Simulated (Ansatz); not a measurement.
Start of a relaxation of Sr4NbO:

Space group F-43m (No. 216). a = 8.774 Å, b = 8.774 Å, c = 8.774 Å, α = 90.00°, β = 90.00°, γ = 90.00°
```tsv
atom	site	symmetry	x	y	z
Sr	16e	.3m	0.1249	0.3751	0.3751
Nb	4d	-43m	0.2500	0.2500	0.7500
O	4b	-43m	0.5000	0.0000	0.0000
```

Method: DFT PBE, scalar-relativistic, plane waves, PAW (Ansatz). Cutoff 420 eV, Gaussian smearing, Γ-centred meshes. Cell and atoms relax first on a coarse mesh and then on a finer one. In between, the cell is made exact in the group found at 0.06 Å. In metals the finer mesh still leaves noise of several meV/atom or more. The steps can't lower the symmetry of their start. Collinear spin is switched on along the way, since trial moments persisted in a coarse test.

A guess keeps its type if space group and coordination stay and the shape of the cell changes little (axis ratios within about 15 %, angles within 6°); the volume may change.

Problem. Will the relaxed cell still be of the starting type?

Solution. It keeps its type. The symmetry stays F-43m (No. 216). The volume per atom grows by 40.1 %, from 28.1 to 39.4 Å³. The shortest distance goes from 3.10 Å (Sr–Sr) to 3.46 Å (Sr–Sr). Counting neighbours within 15 % of an atom's shortest distance, the start has Nb 16, O 16, Sr 6 and the end Nb 16, O 16, Sr 6.

Formation energies are uncorrected and refer to the elements' standard structures at the same level (O₂ as a molecule).

Problem. At what energy does it end?

Solution. +1.15 eV/atom. The separate elements lie lower, so it is unstable against them.

The last run used collinear spin, an 8×8×8 mesh for its 6-atom cell and Gaussian smearing of 0.10 eV. Another magnetic order may lie lower. A structure relaxed within its symmetry needn't be a true minimum. Another cell of Sr4NbO relaxed alike but without spin, in P4/mmm, lies 1.35 eV/atom lower, so this cell isn't the stable form at this level.
